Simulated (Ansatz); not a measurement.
B in its lowest state found on the top face of a (100) slab of Li (Im-3m (No. 229)), 5 planes, outer planes Li (top) and Li (bottom); 1 a cell of 12.09 Å², its atoms last:

```
CELL_PARAMETERS angstrom
3.47709 0.00000 0.00000
0.00000 3.47709 0.00000
0.00000 0.00000 25.95419
ATOMIC_POSITIONS crystal
Li 0.50000 0.50000 0.32750
Li 0.00000 0.00000 0.39449
Li 0.50000 0.50000 0.45784
Li 0.00000 0.00000 0.52578
Li 0.50000 0.50000 0.61056
B 0.00000 0.00000 0.61119
```

Level of theory: DFT r2SCAN, scalar-relativistic, plane waves, PAW in Ansatz 0.2.0. Settings: cutoff 500 eV, Γ-centred mesh 8×8×1 on the computed 6-atom cell, Gaussian smearing of 0.10 eV; no spin polarisation. The cell repeats along c with a dipole correction in the vacuum.

The clean top face has a work function of 2.92 eV. Adsorption changes the slab's dipole along +c by Δp = -0.1120 e·Å a cell (-0.54 D an adsorbate).

(1) What change of work function does the Helmholtz equation give?

(2) How does that compare with the calculation?

(3) What does the sign say about the electrons?

Answers

(1) A sheet of dipoles makes a step in an electron's potential energy of −e·Δp/(ε0·A), and e/ε0 = 180.95 eV·Å for Δp in e·Å: −180.95 × (-0.1120)/12.09 = +1.68 eV. This is the change of φ(top) − φ(bottom). If the bottom face is unmoved, φ(top) becomes 4.60 eV.

(2) φ(top) changes by +1.60 eV and φ(bottom) by -0.08 eV, so their difference changes by +1.68 eV. The slab is thin enough for the adsorbate to shift the Fermi level against the bottom face too.

(3) The change of dipole points into the surface (negative end outward), so the work function rises. Δp also holds the adsorbate's own dipole and the moves of the surface atoms, so it isn't a charge transfer alone.